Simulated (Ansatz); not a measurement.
LiF:
```yaml
crystal:
  lattice:
    - [0.00000, 1.99495, 1.99495]
    - [1.99495, 0.00000, 1.99495]
    - [1.99495, 1.99495, 0.00000]
  atoms:
    - { symbol: Li, position: [0.00000, 0.00000, 0.00000] }
    - { symbol: F, position: [0.50000, 0.50000, 0.50000] }
```

Relaxed with r²SCAN. Special points in fractions of this cell's reciprocal vectors: Γ (0.000, 0.000, 0.000); X (0.500, 0.000, 0.500); U (0.625, 0.250, 0.625); K (0.375, 0.375, 0.750); L (0.500, 0.500, 0.500); W (0.500, 0.250, 0.750).

List the band energies nearest the valence-band maximum at these points for plane-wave PAW r²SCAN (Ansatz code).

In eV from the valence-band maximum; about four levels below and three above (degenerate sets whole), none deeper than 8.9 eV; … stands for higher levels left out; points with the same levels are listed once.

```
k              below    above
-  -----------------  -------
Γ     0.00 0.00 0.00  10.33 …
X  -3.11 -1.04 -1.04  16.31 …
U  -2.58 -1.62 -0.77  15.85 …
L  -2.62 -0.25 -0.25  12.01 …
W  -2.15 -2.15 -0.84        …
```

Space group Fm-3m (rock salt). Symmetry was held in the r²SCAN relaxation.

Potentials: the later of the program's two PAW sets.
